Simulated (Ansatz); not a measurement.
# Na4AlZnP3O12: field gradients at two levels of theory

Cell: a computed structure from the Materials Project (it need not be an observed phase), atoms as given.

Space group R3c:H (No. 161); a = 8.8887, c = 21.5284 Å, γ = 120.00°.

```csv
site,Wyckoff,site symmetry,x,y,z
Na1,18b,1,0.3052,0.3417,0.5817
Na7,6a,3.,0.0000,0.0000,0.4974
Al,6a,3.,0.0000,0.0000,0.6490
Zn,6a,3.,0.0000,0.0000,0.3473
P,18b,1,0.9573,0.3270,0.5839
O19,18b,1,0.2166,0.0276,0.3097
O25,18b,1,0.7949,0.9651,0.6932
O31,18b,1,0.0100,0.8186,0.4115
O37,18b,1,0.9692,0.1560,0.5888
```

One atom of each set is listed; the run and its k-mesh use a cell of 42 atoms with edges of 8.82, 8.82, 8.82 Å.

First run. Computed with Ansatz: DFT, PBE, plane waves and PAW, scalar-relativistic, 420 eV cutoff, Γ-centred 3×3×3 k-points, Fermi–Dirac smearing 0.02 eV.

| site | V_zz (10²¹ V/m²) | η |
| --- | --- | --- |
| Na1 | -1.12 | 0.32 |
| Na7 | -1.26 | 0.00 |
| Al | 0.37 | 0.00 |
| Zn | 3.81 | 0.00 |
| P | -1.66 | 0.81 |
| O19 | 9.13 | 0.19 |
| O25 | 11.10 | 0.07 |
| O31 | 9.59 | 0.20 |
| O37 | 10.55 | 0.14 |

Second run. The same atoms and settings, except that the functional is r2SCAN and the cutoff is 500 eV.

Q: What does the second run give?

A: 

```csv
site,V_zz,η,change of V_zz
Na1,-1.17,0.25,-0.05
Na7,-1.29,0.00,-0.03
Al,0.35,0.00,-0.02
Zn,3.80,0.00,-0.01
P,-1.67,0.92,-0.01
O19,9.09,0.19,-0.04
O25,11.15,0.07,+0.05
O31,9.75,0.21,+0.16
O37,10.69,0.14,+0.14
```

The largest change of V_zz is on O31, from 9.59 to 9.75. In per cent, |V_zz| changes by +2 to +4 on Na, 0 on Zn, +1 on P, 0 to +2 on O (all sites that start above 0.5).

For the second run: At this cell the r2SCAN pressure is -6 GPa, so with r2SCAN the cell would shrink if it were relaxed. The entry's cell may itself be off. The largest force is 0.5 eV/Å, so the atoms aren't at the calculated equilibrium and relaxing them would move these values. With these PAW files V_zz is typically within 2 to 3 % of all-electron values, but misses above 10 % occur on Al, Zn.
